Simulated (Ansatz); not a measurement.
ZrO$_{2}$ (baddeleyite type, space group P2_1/c)

```yaml
crystal:
  lattice:
    - [5.18987, 0.00000, 0.00000]
    - [0.00000, 5.24188, 0.00000]
    - [-0.90466, 0.00000, 5.30184]
  atoms:
    - { symbol: Zr, position: [0.27576, 0.04379, 0.21002] }
    - { symbol: Zr, position: [0.72424, 0.54379, 0.28998] }
    - { symbol: Zr, position: [0.72424, 0.95621, 0.78998] }
    - { symbol: Zr, position: [0.27576, 0.45621, 0.71002] }
    - { symbol: O, position: [0.06497, 0.32630, 0.35005] }
    - { symbol: O, position: [0.93503, 0.82630, 0.14995] }
    - { symbol: O, position: [0.93503, 0.67370, 0.64995] }
    - { symbol: O, position: [0.06497, 0.17370, 0.85005] }
    - { symbol: O, position: [0.45100, 0.75674, 0.47552] }
    - { symbol: O, position: [0.54900, 0.25674, 0.02448] }
    - { symbol: O, position: [0.54900, 0.24326, 0.52448] }
    - { symbol: O, position: [0.45100, 0.74326, 0.97552] }
```

The slice is a (001) plane (indices of the conventional cell) through the point (0.935, 0.826, 0.150) (fractional), spanned by u = [100] and v = [010] in vectors of this cell: u (5.19 Å) and v (5.24 Å, at 90° to u). It covers one period; positions are fractions (u, v).

Computed with PBE (plane waves to 420 eV, PAW, scalar-relativistic; Ansatz, a first-principles code). k mesh 5×5×5. Inside the PAW spheres the values are not all-electron values, and peaks at nuclei hang on which shells count as valence. ZrO2 is run without spin polarisation. ZrO2 was relaxed with its symmetry unable to fall.

Three fields on this plane, each scaled to ten steps between its own extremes (0 low, 9 high; the total valence density on a logarithmic scale, the potential cut 8 eV below its top; x marks points blanked near nuclei; v = 0 in the bottom row):

Map A
```
|xxxxx643334455555444xxxx|
|xxxx78766666654321000xxx|
|xxx8998888776431000000xx|
|x77999998887641000000002|
|57899999988753000xxx0001|
|46899999988752000xxxx000|
|36899999887642000xxxx000|
|46899999887642000xxxx000|
|578999988776530000xx0001|
|678999887776642000000003|
|788888776666653xx0000135|
|88887754444555xxxx123467|
|8887642100234xxxxx456778|
|9875300000002xxxxxx78889|
|88630000x0000xxxxx788999|
|874000xxxxx000xxx7899999|
|86200xxxxxxx002568899998|
|75100xxxxxxx002578899998|
|75100xxxxxxx001578889988|
|x4100xxxxxxx001567888877|
|xxx00xxxxxxx0025678887xx|
|xxxx00xxxxx0014677887xxx|
|xxxxx000000003567777xxxx|
|xxxxx200000234566666xxxx|
```

Map B
```
|xxxxx510002467763102xxxx|
|xxxx95100135788621014xxx|
|xxx9730001357764211125xx|
|x98641000134664223432248|
|55421000002333224xxx6313|
|11100000001111126xxxx511|
|00000000000000026xxxx720|
|00111000000000015xxxx620|
|123332100000111125xx6310|
|255543100002344322222100|
|466653200013678xx4210001|
|45654310001479xxxx631001|
|3454310000137xxxxx962001|
|2332111111126xxxxxx62000|
|11110147x6323xxxxx962000|
|000015xxxxx425xxx9741000|
|00003xxxxxxx325887420000|
|11015xxxxxxx512453100001|
|54115xxxxxxx610111000245|
|x9524xxxxxxx510000003689|
|xxx52xxxxxxx2000000269xx|
|xxxx33xxxxx3111100148xxx|
|xxxxx224432113431014xxxx|
|xxxxx310001246652114xxxx|
```

Map C
```
|xxxxx112221000001110xxxx|
|xxxx00111100000011110xxx|
|xxx0000000000000122100xx|
|x00000000000000011221110|
|10000000000000000xxx4321|
|10000000000011110xxxx753|
|10000000000112221xxxx963|
|10000000001112221xxxx853|
|100000001111111100xx5432|
|000000011111110000122211|
|000000011111000xx1111100|
|00000012222100xxxx110000|
|0000001343210xxxxx000000|
|0000012465310xxxxxx00000|
|00011235x6310xxxxx000000|
|001234xxxxx000xxx0000000|
|01247xxxxxxx211000000000|
|01259xxxxxxx531000000000|
|01248xxxxxxx842100000000|
|x0124xxxxxxx642100000000|
|xxx01xxxxxxx3211000000xx|
|xxxx02xxxxx1111100000xxx|
|xxxxx258962100000000xxxx|
|xxxxx135532100000100xxxx|
```

### Question
Assign the maps to these fields: density of the lowest conduction band (whole band as if filled, smooth part); electron localisation function (ELF); electrostatic potential energy of an electron, from the cell's mean.

### Answer
A is the electrostatic potential energy of an electron, from the cell's mean; B is the electron localisation function (ELF); C is the density of the lowest conduction band (whole band as if filled, smooth part).
